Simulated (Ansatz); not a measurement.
YSi2:
```
CELL_PARAMETERS angstrom
     -1.70032     1.70032     4.96546
      1.70032    -1.70032     4.96546
      1.70032     1.70032    -4.96546
ATOMIC_POSITIONS crystal
  Y  0.00000 0.00000 0.00000
  Si 0.29585 0.29585 0.00000
  Si 0.70415 0.70415 0.00000
```

Relaxed with PBE. Special points in fractions of this cell's reciprocal vectors: Γ (0.000, 0.000, 0.000); X (0.000, 0.000, 0.500); P (0.250, 0.250, 0.250); N (0.000, 0.500, 0.000); M (0.500, 0.500, -0.500); S (0.279, 0.721, -0.279); S0 (-0.279, 0.279, 0.279); R (-0.059, 0.059, 0.500); G (0.500, 0.500, -0.059).

List the band energies nearest the Fermi level at these points for plane-wave PAW PBE (Ansatz code).

In eV from the Fermi level; about four levels below and three above (degenerate sets whole), none deeper than 8.9 eV; points with the same levels are listed once.

```
k                    below           above
-  -----------------------  --------------
Γ  -3.36 -1.17 -1.17 -0.11  1.51 2.97 4.52
X  -5.42 -4.94 -2.71 -0.84  0.65 1.18 3.19
P  -2.15 -0.40 -0.01 -0.01  4.64 4.64 4.79
N  -8.38 -3.22 -2.57 -0.29  0.93 2.15 2.88
M  -0.94 -0.62 -0.62 -0.49  1.69 2.53 2.53
S  -7.91 -3.90 -2.02 -0.11  0.81 2.24 2.69
R  -4.87 -4.21 -2.78 -0.77  0.53 0.98 3.38
```

Space group I4/mmm (MoSi2 or CaC2 type). The cell is a constructed one: a structure type filled with these elements; neither database checked (COD, Materials Project) lists it. COD files the formula under space group No. 191, so this cell is another polymorph or a model. Whether it is the stable phase at ambient conditions was not checked. Symmetry was held in the PBE relaxation; whether a distortion lowers the energy is not shown. No spin polarisation was allowed. Spin–orbit coupling is left out wherever it is not named.

Potentials: the later of the program's two PAW sets.
